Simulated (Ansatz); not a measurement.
Starting structure, 1 BCl3 a cell, upright, over a hollow N-N site (TaN, Fm-3m (No. 225), (1 0 0) face):

```xyz
28
Lattice="6.2015 0.0000 0.0000 0.0000 6.2015 0.0000 0.0000 0.0000 25.0101" Properties=species:S:1:pos:R:3 pbc="T T T"
Ta    3.1007    3.1007    8.0000
Ta    3.1007    0.0000    8.0000
Ta    0.0000    3.1007    8.0000
Ta    0.0000    0.0000    8.0000
N     1.5504    1.5504    8.0000
N     1.5504    4.6511    8.0000
N     4.6511    1.5504    8.0000
N     4.6511    4.6511    8.0000
Ta    4.6511    4.6511   10.2621
Ta    4.6511    1.5504   10.2621
Ta    1.5504    4.6511   10.2621
Ta    1.5504    1.5504   10.2621
N     3.1007    3.1007   10.1552
N     3.1007    0.0000   10.1552
N     0.0000    3.1007   10.1552
N     0.0000    0.0000   10.1552
Ta    0.0000    0.0000   12.3120
Ta    0.0000    3.1007   12.3120
Ta    3.1007    0.0000   12.3120
Ta    3.1007    3.1007   12.3120
N     4.6511    4.6511   12.6263
N     4.6511    1.5504   12.6263
N     1.5504    4.6511   12.6263
N     1.5504    1.5504   12.6263
B     0.7906    1.7895   16.3813
Cl    0.7906    1.7895   18.1313
Cl    0.0309    0.4781   15.5063
Cl    1.5504    3.1007   15.5063
```

Computed with DFT PBE+D3(BJ), scalar-relativistic, plane waves, PAW (Ansatz 0.2.0). Plane waves to 420 eV, a k mesh through Γ of 3×3×1 on the computed 28-atom cell and Gaussian smearing (0.10 eV); no spin polarisation. The cell repeats along c with a dipole correction in the vacuum.

Atoms 1, 2, 3, 4, 5, 6, 7, 8 (counted from 1) are held. The cell is fixed. Force threshold 0.04 eV/Å.

```csv
step,E − E_final (eV),largest force (eV/Å)
1,1.135,0.325
2,1.114,0.447
3,1.091,0.366
4,1.054,0.236
5,1.049,0.253
6,1.013,0.241
7,0.977,0.336
8,0.934,0.452
9,0.865,0.607
10,0.785,0.805
11,0.745,0.986
12,0.504,0.442
13,0.362,0.277
14,0.325,0.193
15,0.312,0.385
16,0.293,0.553
17,0.261,0.317
18,0.237,0.232
19,0.215,0.174
20,0.193,0.183
21,0.170,0.260
22,0.158,0.461
23,0.123,0.261
24,0.098,0.342
25,0.072,0.215
26,0.053,0.208
27,0.041,0.178
28,0.032,0.090
29,0.021,0.099
30,0.014,0.231
```

(1) What is the final structure?

The end is the local minimum or symmetric point that this start leads to. The slab is only 4.4 Å thick, so the energy isn't converged with thickness.

Spin–orbit coupling is left out, which can shift energies with elements as heavy as these.

Results:

(1)
```
CELL_PARAMETERS angstrom
6.20149 0.00000 0.00000
0.00000 6.20149 0.00000
0.00000 0.00000 25.01012
ATOMIC_POSITIONS crystal
Ta 0.50000 0.50000 0.31987
Ta 0.50000 0.00000 0.31987
Ta 0.00000 0.50000 0.31987
Ta 0.00000 0.00000 0.31987
N 0.25000 0.25000 0.31987
N 0.25000 0.75000 0.31987
N 0.75000 0.25000 0.31987
N 0.75000 0.75000 0.31987
Ta 0.72809 0.75025 0.41047
Ta 0.77216 0.24848 0.40995
Ta 0.27616 0.75082 0.40573
Ta 0.21930 0.24730 0.40526
N 0.49730 0.46788 0.40447
N 0.49927 0.03046 0.40477
N 0.99979 0.53038 0.40493
N 0.99833 0.96755 0.40412
Ta 0.98725 0.00348 0.49057
Ta 0.99263 0.49685 0.49015
Ta 0.50673 0.99569 0.49071
Ta 0.50777 0.51228 0.48826
N 0.75301 0.74753 0.50508
N 0.74078 0.25644 0.50188
N 0.25022 0.75271 0.49633
N 0.25017 0.25201 0.49328
B 0.18958 0.17532 0.61192
Cl 0.45822 0.08178 0.60236
Cl 0.98225 0.98479 0.59700
Cl 0.12139 0.45111 0.60265
```

The reference crystal is the rock-salt form of TaN, which isn't its usual structure.

Cost: 1 run of about 2.9 core-hours, on AMD EPYC (Zen 3) (shared hosts).